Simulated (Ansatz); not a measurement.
Nb2N in space group P-31m (No. 162; Nb on 6k, N on 2d, N on 1a), PBE (plane waves, PAW; program Ansatz), all energies at zero smearing, with the estimated change up to a 700 eV cutoff added, with one set of potentials and settings (totals compare only within such a set). Cell of 9 atoms (6 Nb, 3 N): -28474.338 eV.

| element | reference phase | E (eV/atom) |
|---|---|---|
| Nb | Im-3m, 1 atoms in the cell | -4552.3152 |
| N | Pa-3, 8 atoms in the cell | -384.0342 |

Formation energy per atom, worked out: (-28474.338 − 6×(-4552.3152) − 3×(-384.0342))/9 = -0.927 eV/atom (-89 kJ per mol of atoms), at 0 K, without zero-point energy or fitted corrections.

The workflow started from a Materials Project entry (that database holds measured and hypothetical structures alike); the Crystallography Open Database copy checked does not list it. Whether it is the stable phase at ambient conditions was not checked. The PBE relaxation kept the symmetry of its start; whether a distortion lowers the energy is not shown. The run is not spin-polarised. The references are the lowest solids computed at this level, not always the standard phases (solids in place of the gases).

Potentials: the earlier of the program's two PAW sets.
